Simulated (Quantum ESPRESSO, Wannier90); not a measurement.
## Tight-binding from DFT: ZnSnP2 (P-4m2)

```xyz
4
Lattice="4.0039 0.0000 0.0000 0.0000 4.0039 0.0000 0.0000 0.0000 5.6232" Properties=species:S:1:pos:R:3 pbc="T T T"
Zn     0.0000     0.0000     0.0000
Sn     2.0019     2.0019     2.8116
P      0.0000     2.0019     1.2768
P      2.0019     0.0000    -1.2768
```

Materials Project entry mp-1215429; symmetrised, unrelaxed at this level. Not found in the COD (Crystallography Open Database) copy used; not checked further. Method: PBEsol plane waves in Quantum ESPRESSO 7.5 (PseudoDojo norm-conserving files, 68 Ry, spinors with spin-orbit coupling), Bloch states on a 6×6×4 mesh through Γ, Wannier90 4.0.1. Density: 8×8×6 mesh, Gaussian smearing 0.01 Ry.

Bands 19-22 form an isolated set from -12.39 to -9.94 eV relative to the valence-band maximum (on the path) and are turned into 4 Wannier functions by minimising the spread from the start: atomic waves P 3s.

Centres (Cartesian, Å; one of the equivalent choices) and spreads:

| n | x | y | z | spread (Å²) | nearest atom |
|---|---|---|---|---|---|
| 1 | 0.000 | 2.002 | 1.447 | 2.251 | P3 |
| 2 | 0.000 | 2.002 | 1.447 | 2.251 | P3 |
| 3 | 2.002 | 0.000 | -1.447 | 2.251 | P4 |
| 4 | 2.002 | 0.000 | -1.447 | 2.251 | P4 |

Ω_I = 8.82 Å², Ω_total = 9.00 Å²; the interpolated bands follow pw.x to 2.2 meV rms on the path. Only this start was tried; a symmetric start can stop on a saddle, and mixtures of these functions could lower the total by at most Ω_total − Ω_I.
